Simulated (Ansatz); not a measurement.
Fields on a plane of Sc3TlB (anti-perovskite)

```xyz
5
Lattice="4.6327 0.0000 0.0000 0.0000 4.6327 0.0000 0.0000 0.0000 4.6327" Properties=species:S:1:pos:R:3 pbc="T T T"
Sc     0.0000     2.3163     2.3163
Sc     2.3163     0.0000     2.3163
Sc     2.3163     2.3163     0.0000
Tl     0.0000     0.0000     0.0000
B      2.3163     2.3163     2.3163
```

The slice is a {110} plane (indices of the conventional cell) through the point (0.500, 0.500, 0.000) (fractional), spanned by u = [100] and v = [011] in vectors of this cell: u (4.63 Å) and v (6.55 Å, at 90° to u). It covers one period; positions are fractions (u, v).

Atoms on it: Sc at (0.00, 0.50); Sc at (0.00, 0.00).

These are PBEsol (plane waves to 420 eV, PAW, scalar-relativistic; Ansatz, an electronic-structure program) values and carry that method's errors. k mesh 10×10×10. Inside the PAW spheres the values are not all-electron values, and peaks at nuclei hang on which shells count as valence. Sc3TlB is run without spin polarisation. Sc3TlB was relaxed with its symmetry unable to fall. Spin-orbit coupling is left out, though Tl is heavy.

```
v \ u  0.00  0.12  0.24  0.35  0.47  0.59  0.71  0.82  0.94
-----  ----  ----  ----  ----  ----  ----  ----  ----  ----
0.92    0.6   0.1  -0.9  -1.1  -1.0  -1.1  -1.0  -0.5   0.5
0.83   -0.6  -0.8  -0.9  -1.0  -0.9  -0.9  -1.0  -0.9  -0.7
0.75   -0.9  -0.9  -0.9  -0.9  -0.8  -0.9  -0.9  -0.9  -0.9
0.67   -0.6  -0.8  -0.9  -1.0  -0.9  -0.9  -1.0  -0.9  -0.7
0.58    0.6   0.1  -0.9  -1.1  -1.0  -1.1  -1.0  -0.5   0.5
0.50    0.9   0.6  -0.7  -1.1  -1.1  -1.1  -1.1   0.0   0.8
0.42    0.6   0.1  -0.9  -1.1  -1.0  -1.1  -1.0  -0.5   0.5
0.33   -0.6  -0.8  -0.9  -1.0  -0.9  -0.9  -1.0  -0.9  -0.7
0.25   -0.9  -0.9  -0.9  -0.9  -0.8  -0.9  -0.9  -0.9  -0.9
0.17   -0.6  -0.8  -0.9  -1.0  -0.9  -0.9  -1.0  -0.9  -0.7
0.08    0.6   0.1  -0.9  -1.1  -1.0  -1.1  -1.0  -0.5   0.5
0.00    0.9   0.6  -0.7  -1.1  -1.1  -1.1  -1.1   0.0   0.8
```

Values: log₁₀ of the valence density in e/Å³. The scale is logarithmic, as a density can span decades between atoms and voids.

```tsv
v \ u	0.00	0.12	0.24	0.35	0.47	0.59	0.71	0.82	0.94
0.88	x	x	5.0	8.0	8.3	8.3	7.0	1.2	x
0.75	6.5	7.5	8.6	8.0	6.8	7.3	8.5	8.3	6.8
0.62	x	x	5.0	8.0	8.3	8.3	7.0	1.2	x
0.50	x	x	<1.0	7.5	9.4	8.9	4.7	x	x
0.38	x	x	5.0	8.0	8.3	8.3	7.0	1.2	x
0.25	6.5	7.5	8.6	8.0	6.8	7.3	8.5	8.3	6.8
0.12	x	x	5.0	8.0	8.3	8.3	7.0	1.2	x
0.00	x	x	<1.0	7.5	9.4	8.9	4.7	x	x
```

Values: electrostatic potential energy of an electron, from the cell's mean, in eV. Points within 1 Å of a nucleus are blanked (x), as the pseudised field means little there. Values under 1 eV are set to 1. The zero, the cell's mean, hangs on the PAW cores.
